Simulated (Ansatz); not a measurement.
Calculated with Ansatz: TiAg2, settings compared

Input:

```yaml
crystal:
  lattice:
    - [3.199828, 0.0, 0.0]
    - [-1.599914, 2.771136, 0.0]
    - [0.0, 0.0, 5.724245]
  atoms:
    - { symbol: Ag, position: [0.3333, 0.6667, 0.25] }
    - { symbol: Ag, position: [0.6667, 0.3333, 0.75] }
    - { symbol: Ti, position: [0.0, 0.0, 0.0] }
  symmetry: { tolerance: 0.0003 }
kpoints:
  mp_grid: { grid: [6, 6, 3], shift: [0, 0, 0] }
magnetization:
  spin_polarized: false
scf:
  occupations: { method: fermi_dirac }
hamiltonian:
  pseudopotentials: { kind: paw }
  xc: r2scan
basis:
  ecutwfc: 500
output:
  forces: true
  stress: true
  eigenvalues: true
  write_density: true
  write_potential: true
  elf: true
  volumetric_format: npy
```

Run with:

```bash
ansatz run input.yaml --threads 1 --pin off --max-ram 2560MiB --backend cpu --events-out ev --progress --plain --runs-dir out
```

Origin of the cell: a known structure type with other elements, at an estimated volume, so it need not be a known compound.

The smearing width isn't typed, so it takes its default of 0.1 eV.

Output of this run (shortened):

```
Warning: the atoms were moved onto the symmetric positions of the space group found under crystal.symmetry.tolerance 3.0e-4 (fractional; no operation is sought that the atoms, as they stand i […]
Pseudopotentials: kind: paw
Pseudopotential: Ag, paw, valence charge 19, recommended cutoff 500 eV (meta_gga), Ag.paw.azcp
Pseudopotential: Ti, paw, valence charge 12, recommended cutoff 500 eV (meta_gga), Ti.paw.azcp
Functional definition: r2SCAN
  exchange = r2scan_x(k0 = k0, k1 = k1, a1 = a1)
  correlation = r2scan_c
Crystal: 3 atoms, lattice volume = 50.758 Å³
Basis set: ecut = 500 eV, 1287 PW (Γ), exchange–correlation on 96×96×180 points (64 copies of the dense FFT grid, shifted against one another)
Bands: 30, of which v1, the nominal top of the filled ones, is band 25 counted from 1 (24 counted from 0)
Symmetry: 12 space group operations
[… 8 lines left out …]
Initial density: superposition of atomic densities (neutral atoms: chi_scale 0, normalization atom), corrected by the library's trained network
Functional: x = r2scan, c = r2scan; τ floored in thin density (d = 2e-4 eV/Å³)
SCF iter   1: F=—  HF=-17708.266250 eV  Δρ=1.68e-2  dr2=1.60e-1  dr2_τ=6.40e-2
SCF iter   2: F=—  HF=-17708.332809 eV  Δρ=7.32e-3  dr2=1.68e-2  dr2_τ=2.97e-3
SCF iter   3: F=—  HF=-17708.335808 eV  Δρ=4.16e-3  dr2=6.43e-3  dr2_τ=3.20e-4
SCF iter   4: F=—  HF=-17708.337465 eV  Δρ=6.56e-4  dr2=2.96e-4  dr2_τ=1.04e-5
SCF iter   5: F=—  HF=-17708.337540 eV  Δρ=2.11e-4  dr2=3.91e-5  dr2_τ=2.19e-6
SCF iter   6: F=—  HF=-17708.337544 eV  Δρ=8.91e-5  dr2=6.43e-6  dr2_τ=1.90e-7
SCF iter   7: F=—  HF=-17708.337545 eV  Δρ=4.23e-5  dr2=1.63e-6  dr2_τ=7.38e-8
SCF iter   8: F=—  HF=-17708.337545 eV  Δρ=1.39e-5  dr2=1.08e-7  dr2_τ=3.56e-9
SCF iter   9: F=-17708.337546 eV  HF=-17708.337546 eV  Δρ=5.35e-6  dr2=1.78e-8  dr2_τ=1.26e-9
SCF 1 converged in 9 iterations: F = -17708.337546 eV  dr2 = 1.78e-8
SCF converged after 9 iterations
Free energy (F): -17708.337546 eV
Harris-Foulkes:  -17708.337546 eV  (|F-HF|=5.69e-9)
Internal energy: -17708.271183 eV  (E = F + TS)
E sigma→0 (E₀):  -17708.304364 eV
Entropy (-TS):   -0.066363 eV (-22.121 meV/atom)
Fermi energy:    16.849932 eV
--- Per-component energies (eV) ---
  E_band       = -724.157429
  E_kinetic    = 1344.045971
  E_local      = -6059.108715  (includes V_loc(G=0)·N_el)
  E_nonlocal   = 166.291302
  E_hartree    = 2738.979588
  E_xc         = -455.454585
  E_vxc        = -668.273620  (∫ρ·V_xc dr)
  E_paw        = -8900.295128  (= ΣΔE_a)
  E_vpaw       = -1033.382304  (= ΣTr[D̂ρ^β])
  E_aug_tail   = 0.000210  (compensation charges beyond the density's cutoff)
  E_vtau       = 48.314039  (kinetic-family band-sum trace: ∫τ·v_τ [+ j·A + Jᵃ·Aᵃ] dr)
  E_ewald      = -6541.457746
  E_core_change = -1.272079  (= ΣΔE_core)
  E_smearing   = -0.066363  (= −TS)
  Σ components = -17708.337546   (vs F -17708.337546, Δ=0.00e0)
--- Forces (eV/Å), atoms counted from 1 ---
  atom   1  Ag     0.000000     0.000000     6.046917
  atom   2  Ag    -0.000000    -0.000000    -6.046917
  atom   3  Ti    -0.000000    -0.000000     0.000000
  max |Σ_I F_I| component: 8.88e-16 eV/Å
--- Stress (GPa, compression-positive) ---
       36.885836      -0.000000       0.000000
       -0.000000      36.885836       0.000000
        0.000000       0.000000      46.035090
  P = ⅓ Tr σ = 39.9356 GPa (399.356 kbar)
```

The same input was run again with these changes:

1. `scf.n_extra_bands` default → 2; `kpoints.mp_grid.shift` [0, 0, 0] → [0.5, 0.5, 0.5]
2. `scf.convergence.dr2_threshold` default → 1.0e-09; `kpoints.mp_grid.shift` [0, 0, 0] → [0.5, 0.5, 0.5]; `scf.mixing.preconditioner` default → kerker
3. `scf.initial_density.chi_scale` default → 0.1; `basis.ecutrho_ratio` default → 12; `scf.convergence.dr2_threshold` default → 1.0e-08
4. `scf.n_extra_bands` default → 4; `scf.convergence.dr2_threshold` default → 1.0e-08

```
 run        end  SCF iterations  P (GPa)  max force component (eV/Å)  moment (μB)  ΔE(σ→0) (meV/atom)
base  converged               9    39.94                       6.047            –                   0
   1  converged               8    39.67                       6.058            –              -18.15
   2  converged              11    39.67                       6.058            –              -18.15
   3  converged              12    39.94                       6.047            –                0.00
   4  converged              10    39.94                       6.047            –                0.00
```

Energies are compared only where functional, datasets, charge and starting cell are the same.

Caveats of the base run: no moments, though an odd count or open d shells may carry them; the given cell is far from equilibrium, with atoms too close or a volume far off; the k mesh is coarse if the cell is a metal.

Run 1: the k mesh keeps only part of the crystal's symmetry.
Run 2: the k mesh keeps only part of the crystal's symmetry.

Time of the base run: 5.9 s on 1 thread of Arm Neoverse V1, on a shared host, peak memory 0.42 GiB, from the program's own first density.
